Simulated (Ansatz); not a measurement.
The calculation used DFT PBE, scalar-relativistic, plane waves, PAW in Ansatz 0.2.0. All cells share a 420 eV cutoff and Γ-centred k meshes spaced at most about 0.3 Å⁻¹ (about 0.25 or finer for metals, 2π included). No spin polarisation in the final relaxations.

All energies are static (0 K, no zero-point motion). All come from trial cells, and lower structures may exist.

Question: Order these relaxed structures of Ti3Al4Ni by energy, lowest first, with the energy over the lowest of them.
A.

```xyz
8
Lattice="-3.1246 3.1246 3.1246 3.1246 -3.1246 3.1246 3.1246 3.1246 -3.1246" Properties=species:S:1:pos:R:3 pbc="T T T"
Ti    3.1246    0.0000    0.0000
Ti    0.0000    0.0000    3.1246
Ti    0.0000    3.1246    0.0000
Al   -1.5623    1.5623    1.5623
Al    1.5623    1.5623   -1.5623
Al    1.5623    1.5623    1.5623
Al    1.5623   -1.5623    1.5623
Ni    0.0000    0.0000    0.0000
```

B.

```xyz
8
Lattice="5.8200 0.0000 0.0000 0.0000 5.8200 0.0000 0.0000 0.0000 3.6196" Properties=species:S:1:pos:R:3 pbc="T T T"
Ti    0.0000    0.0000    1.8098
Ti    0.0000    2.9100    1.8098
Ti    2.9100    0.0000    1.8098
Al    4.2573    4.2573    0.0000
Al    4.2573    1.5627    0.0000
Al    1.5627    4.2573    0.0000
Al    1.5627    1.5627    0.0000
Ni    2.9100    2.9100    1.8098
```

C.

```xyz
8
Lattice="2.8367 0.0000 0.0000 0.0000 2.8367 0.0000 0.0000 0.0000 15.1015" Properties=species:S:1:pos:R:3 pbc="T T T"
Ti    0.0000    0.0000    0.0000
Ti    0.0000    0.0000    4.0663
Ti    0.0000    0.0000   11.0352
Al    1.4183    1.4183    2.0335
Al    1.4183    1.4183    6.0655
Al    1.4183    1.4183    9.0360
Al    1.4183    1.4183   13.0680
Ni    0.0000    0.0000    7.5508
```

Answer: C (0 meV/atom), B (92 meV/atom), A (138 meV/atom). Forms: C P4/mmm; B P4/mmm; A Im-3m. Counting all near atoms (those within 1.25 times the shortest distance at each site; a plus sign parts nearer from farther groups; a slash parts the counts of unlike sites): C has Ti 12/12+1, Al 12/4+9, Ni 8+4; B has Ti 12, Al 12, Ni 8+4; A has Ti 8+6, Al 8+6, Ni 8+6.

Trial moments died out on the coarse mesh in P4/mmm and Im-3m; another magnetic start might hold. Cells relaxed within their symmetry can be saddle points. Some structure types and database cells were kept out of the candidates from the start, so a known form may be missing.
